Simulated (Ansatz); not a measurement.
**Question.** InMo$_{3}$C (anti-perovskite, space group No. 221) is relaxed with DFT-r²SCAN in the program Ansatz with PAW potentials. What lattice parameters of the conventional cell result?

**Answer.** a = 4.198 Å.

**Question.** Is it a metal or does it have a gap at this level?

**Answer.** No gap at this level.

Space group Pm-3m (anti-perovskite). The start of the workflow was typed in or built on a structure type; neither database checked (COD, Materials Project) lists it. Its standing as an ambient phase is unchecked. The r²SCAN relaxation kept the symmetry of its start; whether a distortion lowers the energy is not shown. No spin polarisation was allowed. Its formation energy is positive at this level, so the cell may be metastable or incomplete. Scalar-relativistic: spin–orbit coupling is off unless named, which matters more the heavier the elements.

Potentials: the later of the program's two PAW sets.
